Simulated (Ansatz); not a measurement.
CsPbCl₃:
```cif
data_Cl12Cs4Pb4
_chemical_formula_sum 'Cs4 Pb4 Cl12'
_space_group_name_H-M_alt 'Amm2'
_space_group_IT_number 38
_space_group_name_Hall 'A 2 -2'
_cell_length_a 5.61518
_cell_length_b 10.73768
_cell_length_c 10.77715
_cell_angle_alpha 90.000
_cell_angle_beta 90.000
_cell_angle_gamma 90.000
loop_
_atom_site_label
_atom_site_type_symbol
_atom_site_symmetry_multiplicity
_atom_site_Wyckoff_symbol
_atom_site_fract_x
_atom_site_fract_y
_atom_site_fract_z
_atom_site_occupancy
Cs1 Cs 2 b 0.50000 0.50000 0.49612 1
Cs2 Cs 2 b 0.50000 0.50000 0.03842 1
Pb1 Pb 4 d 0.00000 0.24459 0.25780 1
Cl1 Cl 4 d 0.00000 0.31962 0.00911 1
Cl2 Cl 4 e 0.50000 0.25235 0.26072 1
Cl3 Cl 2 a 0.00000 0.00000 0.17071 1
Cl4 Cl 2 a 0.00000 0.00000 0.81149 1
```
(The calculation used a cell of 10 atoms; values per cell refer to that cell.)

This is the LDA-relaxed structure.

All from LDA in the plane-wave PAW code Ansatz, unless another level is named. Estimate the electron effective mass.

0.11, 0.98, 0.98 mₑ (principal values).

Next, the band gap?

1.92 eV (direct).

Give the weight of the conduction-edge state by species (Voronoi cells).

Pb 57 %, Cl 40 %, Cs 3 %.

What about the weight of the valence-edge state by species (Voronoi cells)?

Cl 70 %, Pb 29 %.

The first step of the workflow began from a Materials Project structure, measured or hypothetical; the Crystallography Open Database copy checked does not list it. COD files the formula under space group No. 221, so this cell is another polymorph or a model. Its standing as an ambient phase is unchecked. The cell was relaxed with LDA under the symmetry of its start; phonons on a q-mesh show weakly imaginary modes. Scalar-relativistic: spin–orbit coupling is off unless named, which matters more the heavier the elements.

Potentials: the later of the program's two PAW sets.
